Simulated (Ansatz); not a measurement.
## A plane-wave run on CaZn$_{3}$Ir

The input, for Ansatz 0.2.0 (plane waves, PAW):

```yaml
crystal:
  lattice:
    - [3.434376, 0.0, 0.0]
    - [1.717188, -5.411134, 0.0]
    - [0.0, 0.0, -7.992298]
  atoms:
    - { symbol: Ca, position: [0.25049, 0.49902, 0.01] }
    - { symbol: Ca, position: [0.74951, 0.50098, 0.51] }
    - { symbol: Ir, position: [0.00141, 0.99718, 0.7618] }
    - { symbol: Ir, position: [0.99859, 0.00282, 0.2618] }
    - { symbol: Zn, position: [0.92506, 0.14988, 0.0083] }
    - { symbol: Zn, position: [0.07494, 0.85012, 0.5083] }
    - { symbol: Zn, position: [0.62985, 0.7403, 0.809] }
    - { symbol: Zn, position: [0.37015, 0.2597, 0.309] }
    - { symbol: Zn, position: [0.62443, 0.75114, 0.2085] }
    - { symbol: Zn, position: [0.37557, 0.24886, 0.7085] }
  symmetry: { tolerance: 0.0003 }
kpoints:
  mp_grid: { grid: [9, 9, 4], shift: [0, 0, 0] }
  band_path:
    path:
      - [0.0, 0.0, 0.0]
      - [0.0, 0.5, 0.0]
      - [0.44964656, 0.72482328, 0.0]
      - [0.55035344, 0.27517672, 0.0]
      - [0.0, 0.0, 0.0]
      - [0.0, 0.0, 0.5]
      - [0.55035344, 0.27517672, 0.5]
      - [0.44964656, 0.72482328, 0.5]
      - [0.0, 0.5, 0.5]
      - [0.0, 0.5, 0.0]
      - [0.0, 0.0, 0.0]
    npoints: 7
magnetization:
  spin_polarized: false
scf:
  occupations: { method: fermi_dirac }
  lower_state_search: "off"
  max_iter: 200
hamiltonian:
  pseudopotentials: { kind: paw }
  xc: pbe
basis:
  ecutwfc: 420
  fft_grid_basis: typed
output:
  forces: true
  stress: true
  eigenvalues: true
  bader: true
  populations: true
  elf: true
  write_potential: true
  volumetric_format: npy
  dos:
    e_range: [-12, 8]
    de: 0.05
    projected: { site_lists: { Ca: [Ca], Ir: [Ir], Zn: [Zn] } }
  write_density: true
checkpoint:
  read: saved_state
```

Command:

```sh
ansatz run input.yaml --threads 1 --pin off --max-ram 2560MiB --backend cpu --events-out ev --progress --plain --runs-dir out
```

The run starts from an earlier solution of this cell. 

Excerpt of what it printed:

```
SCF iter   1: F=—  Δρ=9.94e-4  dr2=1.29e-3
SCF iter   2: F=—  Δρ=5.24e-4  dr2=3.76e-4
SCF iter   3: F=—  Δρ=2.28e-4  dr2=6.58e-5
SCF iter   4: F=—  Δρ=8.01e-5  dr2=1.21e-5
SCF iter   5: F=—  Δρ=2.29e-5  dr2=1.05e-6
SCF iter   6: F=-47408.9654 eV  Δρ=7.83e-6  dr2=6.45e-8
Free energy (F): -47408.9654 eV
Harris-Foulkes:  -47408.9654 eV  (|F-HF|=5.69e-8)
Internal energy: -47408.8022 eV  (E = F + TS)
E sigma→0 (E₀):  -47408.8838 eV
Entropy (-TS):   -0.1632 eV (-16.320 meV/atom)
Fermi energy:    14.8331 eV
--- Forces (eV/Å), atoms counted from 1 ---
  atom   1  Ca     0.0000    -0.9152     0.0121
  atom   2  Ca     0.0000     0.9152     0.0121
  atom   3  Ir     0.0000     0.5830     0.6953
  atom   4  Ir     0.0000    -0.5830     0.6953
  atom   5  Zn     0.0000    -0.9517    -0.8584
  atom   6  Zn     0.0000     0.9517    -0.8584
  atom   7  Zn     0.0000     2.6103    -0.9531
  atom   8  Zn     0.0000    -2.6103    -0.9531
  atom   9  Zn     0.0000     2.8370     1.1041
  atom  10  Zn     0.0000    -2.8370     1.1041
--- Stress (GPa, compression-positive) ---
       65.5479       0.0000       0.0000
        0.0000      46.2654       0.0000
        0.0000       0.0000      60.4034
  P = ⅓ Tr σ = 57.4056 GPa (574.056 kbar)
--- Bader charges: 10 sites ---
  site symbol  charge [e]  shift [e]
     0     Ca      1.0939     0.0007
     1     Ca      1.0939     0.0007
     2     Ir     -1.0356     0.0254
     3     Ir     -1.0357     0.0254
     4     Zn      0.0648     0.0115
     5     Zn      0.0648     0.0115
     6     Zn     -0.0671     0.0063
     7     Zn     -0.0670     0.0063
     8     Zn     -0.0560     0.0069
     9     Zn     -0.0560     0.0069
```

Origin: a known structure type with other elements, at an estimated volume, so it need not be a known compound. Caveats: atoms or cell far from equilibrium.

Cost: 6.4 min on 1 thread of AMD EPYC 7R43 64-Core Processor (Zen 3), with other jobs on the host, peak memory 0.97 GiB (start from a saved density).
